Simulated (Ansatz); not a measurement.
**Ideal shear of a crystal plane in GeSb2Te4**

These are results of DFT PBE, scalar-relativistic, plane waves, PAW (Ansatz 0.2.0), not measurements. Settings: plane waves to 420 eV, k-mesh 9×9×3 (Γ-centred), Gaussian smearing 0.03 eV. No spin polarisation. Energies are free energies at this smearing, counted from the undisturbed cell; pressure is positive in compression.

The undisturbed cell (relaxed at this level; it needn't be the usual structure):

```
Ge Sb Te
1.0
    -4.29770    0.00000    0.00000
    -2.14885   -3.72192    0.00000
     2.14885    1.24064   14.13027
Ge Sb Te
1 2 4
Direct
  0.57126 0.57126 0.20734
  0.42593 0.42593 0.77135
  0.99771 0.99771 0.48667
  0.87135 0.87135 0.10761
  0.13295 0.13295 0.89240
  0.71095 0.71095 0.62639
  0.28985 0.28985 0.36310
```

The cell holds layers and no dispersion correction was added, so their binding is poorly described.

The cut lies on the cell's a–b face, a (0 0 -1) plane (indices in the standard cell, whose axes needn't be the Cartesian ones shown) of area 16.00 Å², between layers 3.04 Å apart. Vector c is tilted by f times 1·a + 0·b (length 4.298 Å) with the atoms' Cartesian places fixed: one unrelaxed fault a cell. The traction is dγ/du, the slope of γ against the slip u in Å. Some rows repeat others by symmetry and weren't run.

```csv
f,γ (mJ/m²),traction (GPa)
0.0000,0,0.0
0.1000,13,0.6
0.2000,50,1.1
0.3000,103,1.3
0.4000,153,0.9
0.5000,173,0.0
0.6000,153,-0.9
0.7000,103,-1.3
0.8000,50,-1.1
0.9000,13,-0.6
```

**Question.** Read off the first barrier and the stress needed to climb it, and compare with Frenkel's sinusoid.

**Answer.** The first sampled maximum lies at f = 0.500, a slip of 2.15 Å, with γ ≈ 173 mJ/m², which stands in for the unstable fault energy γ_us, and the steepest sampled slope before it is 1.3 GPa. A sinusoid γ = γ_us sin²(πu/λ) with its maximum there has λ = 4.30 Å and a largest slope πγ_us/λ = 1.3 GPa (1 mJ/m² per Å = 0.01 GPa). The stand-in is too high: the stress and forces give a traction of 2.3 GPa across the line at this point, so it is no saddle, and slip that bends off the line crosses lower.

**Question.** Is there a metastable fault on this line?

**Answer.** Apart from points where γ returns to about zero, no local minimum shows among the samples, so at this sampling the line offers no fault for a dislocation to split on; a fault can still lie off the line.

The cut is rigid; relaxing the faces lowers these energies and usually the stresses.

Cost: 6 runs of about 5.9 core-minutes in all, on Intel Xeon 6975P-C (Granite Rapids) (shared hosts).